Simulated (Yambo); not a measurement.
K₂NaRhF₆ (space group Fm-3m, No. 225), G0W0@PBEsol in Yambo with this input:

```
rim_cut
gw0
dyson
el_el_corr
HF_and_locXC
ppa
em1d
RandQpts= 1000000
RandGvec= 1 Ry
EXXRLvcs= 88 Ry
VXCRLvcs= 352 Ry
Chimod= "HARTREE"
% BndsRnXp
 6 | 299 |
%
NGsBlkXp= 8 Ry
% LongDrXp
 1.0 | 1.0 | 1.0 |
%
PPAPntXp= 27.2114 eV
% GbndRnge
 1 | 299 |
%
GTermKind= "BG"
DysSolver= "n"
ExtendOut
```

On a 2×2×2 mesh, with wavefunctions cut at 88 Ry, the gap (X → X) is 5.557 eV and the valence edge shifts by -1.606 eV.

Q: What happens with this change: 3 Ry block?

A: The gap rises by 0.121 eV, to 5.678 eV; the shift of the valence edge becomes -1.701 eV. Neither run is shown to be the converged limit.

Spin-orbit coupling is not included.

Geometry of the Materials Project entry, not relaxed at this level; primitive cell a = b = c = 6.0243 Å, α = β = γ = 60.00°.

A shift is the quasiparticle energy of the state minus its PBEsol energy.
